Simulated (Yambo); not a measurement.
Quantum ESPRESSO input (PBEsol, PseudoDojo standard norm-conserving files, fully relativistic) whose wavefunctions are converted with p2y:

```
&CONTROL
  calculation = 'nscf'
  pseudo_dir = './pseudo'
  outdir = './out'
/
&SYSTEM
  ibrav = 0
  nat = 2
  ntyp = 2
  ecutwfc = 58.0
  ecutrho = 232.0
  occupations = 'fixed'
  force_symmorphic = .true.
  nbnd = 197
  noncolin = .true.
  lspinorb = .true.
/
&ELECTRONS
  conv_thr = 2e-09
  diago_full_acc = .true.
  diago_thr_init = 1e-08
/
ATOMIC_SPECIES
Cl 35.4500 Cl.upf
Cs 132.9055 Cs.upf
CELL_PARAMETERS angstrom
  4.065466002000   0.000000000000   0.000000000000
  0.000000000000   4.065466002000   0.000000000000
  0.000000000000   0.000000000000   4.065466002000
ATOMIC_POSITIONS crystal
Cl   0.500000000000   0.500000000000   0.500000000000
Cs   0.000000000000   0.000000000000   0.000000000000
K_POINTS automatic
2 2 2 0 0 0
```

Yambo's initialisation report on symmetry, reciprocal space, the k grid and the gaps on this mesh:

```
  [02.02] Symmetries
  ==================

  Inversion symmetry    : yes
  Spatial inversion     : yes
  Inversion index       :  25
  K-space Time-reversal : no
  Magnetic symmetries   : no
  Group table correct   : yes
  Symmetries units      :  [cc]

  [02.03] Reciprocal space
  ========================

  nG shells         :  292
  nG charge         :  27081
  nG WFs            :   4317
  nC WFs            :   3407
  G-vecs. in first 29 shells:  [ Number ]
     1    7   19   27   33   57   81   93  123
    147   171   179   203   251   257   305   341   365
    389   437   461   485   515   587   619   691   739
    751   799
  ...
  Shell energy in first 29 shells:  [ mHa ]
    0.00000      334.435      668.869      1003.30      1337.74      1672.17      2006.61      2675.48      3009.91
    3344.35      3678.78      4013.22      4347.65      4682.09      5350.96      5685.39      6019.82      6354.26
    6688.69      7023.13      7357.56      8026.43      8360.87      8695.30      9029.74      9698.61      10033.0
    10701.9      11036.3
  ...

  [02.04] K-grid lattice
  ======================

  Compatible Grid is   : 3D
  Base K vectors       :  K_min[ 1 ]  K_min[ 2 ]  K_min[ 3 ]
  K_min[ 1 ] : -0.500000  0.000000  0.000000 [rlu]
  K_min[ 2 ] :  0.000000  0.000000 -0.500000 [rlu]
  K_min[ 3 ] :  0.000000 -0.500000  0.000000 [rlu]
  Grid dimensions      :  2  2  2
  K lattice UC volume  :  0.068379 [a.u.]

  IBZ K-points                                      :   4
  BZ  K-points                                      :   8

  K/Q-points units:
  rlu = crystal or reduced units; cc = cartesian coordinates; iku = interal k-units

  K [1]          [rlu]:  0.000000  0.000000  0.000000
         WF components:   3407
  K [2]          [rlu]:  0.000000  0.000000 -0.500000
         WF components:   3394
  K [3]          [rlu]:  0.000000 -0.500000 -0.500000
         WF components:   3388
  K [4]          [rlu]: -0.500000 -0.500000 -0.500000
         WF components:   3328

  [02.05] Energies & Occupations
  ==============================

  [X] === General ===
  [X] Electronic Temperature                        :  0.000000  0.000000 [eV K]
  [X] Bosonic    Temperature                        :  0.000000  0.000000 [eV K]
  [X] Finite Temperature mode                       : no
  [X] El. density                                   :  0.23812E+24 [cm-3]
  [X] Fermi Level                                   :  3.396931 [eV]

  [X] === Gaps and Widths ===
  [X] Conduction Band Min                           :  5.152252 [eV]
  [X] Valence Band Max                              :  0.000000 [eV]
  [X] Filled Bands                                  :  16
  [X] Empty Bands                                   :   17  197
  [X] Direct Gap                                    :  5.152252 [eV]
  [X] Direct Gap localized at k                     :  1
  [X] Indirect Gap                                  :  5.152252 [eV]
  [X] Indirect Gap between kpts                     :  1  1
  [X] Last valence band width                       :  1.284039 [eV]
  [X] 1st conduction band width                     :  3.383001 [eV]
```
The gaps are PBEsol values on this mesh alone; only operations without fractional translations are kept.

Geometry relaxed with PBEsol.
